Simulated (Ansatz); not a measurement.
Y$_{3}$Ge$_{4}$ in space group Cmcm (No. 63; Pearson symbol oS28) at seven volumes, PBEsol in the plane-wave PAW code Ansatz, shape and atoms relaxed at each. One row is withheld.

```tsv
V (Å³/atom)	P (GPa)
19.498	9.44
20.140	?
20.783	2.68
21.426	0.00
22.069	-2.29
22.712	-4.25
23.354	-5.93
```

**Question.** Fit the shown pressures and predict the withheld one.

**Answer.** P = (3/2)B₀(x^(7/2) − x^(5/2))[1 + (3/4)(B′ − 4)(x − 1)] with x = (V₀/V)^(2/3). Least squares on the six rows gives V₀ = 21.427 Å³/atom, B₀ = 82.3 GPa, B′ = 4.14. At V = 20.140, x = 1.0422 and P = 5.80 GPa. The run itself gave 5.79 GPa.

The first step of the workflow began from a Materials Project structure, measured or hypothetical; the Crystallography Open Database copy checked does not list it. Whether it is the stable phase at ambient conditions was not checked. The cell was relaxed with PBEsol under the symmetry of its start; its stability against distortions is not shown here. The run is not spin-polarised.

Potentials: the later of the program's two PAW sets.
